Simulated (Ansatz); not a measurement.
Input:

MoSeS:
Space group P-6m2 (No. 187); a = b = 3.1831 Å, c = 12.4082 Å, α = β = 90.00°, γ = 120.00°

| atom | site | symmetry | x | y | z |
|---|---|---|---|---|---|
| Mo | 1c | -6m2 | 0.3333 | 0.6667 | 0.0000 |
| Mo | 1f | -6m2 | 0.6667 | 0.3333 | 0.5000 |
| Se | 2h | 3m. | 0.3333 | 0.6667 | 0.3645 |
| S | 2i | 3m. | 0.6667 | 0.3333 | 0.1236 |

This is the LDA-relaxed structure.

**Question.** All from plane-wave PAW LDA (Ansatz code), unless another level is named. Predict the Born charges (a third of the trace).

**Answer.** Mo -1.64 to -1.06, Se +0.80, S +0.55 e.

**Question.** And the largest static χ(2) component?

**Answer.** 8.4 pm/V.

**Question.** Give the electronic dielectric constant ε∞ (DFPT).

**Answer.** 16.4 (xx = yy), 8.24 (zz).

The first step of the workflow began from a Materials Project structure, measured or hypothetical; the Crystallography Open Database copy checked does not list it. With Se and S taken as one species the cell has the higher symmetry P6_3/mmc, so it may be an ordered model of a mixed-site phase. Its standing as an ambient phase is unchecked. Symmetry was held in the LDA relaxation; whether a distortion lowers the energy is not shown. No spin polarisation was allowed. A crystal of weakly bound layers computed without a dispersion correction: the cell and the soft elastic constants depend strongly on that. Scalar-relativistic: spin–orbit coupling is off unless named, which matters more the heavier the elements.

Potentials: the later of the program's two PAW sets.
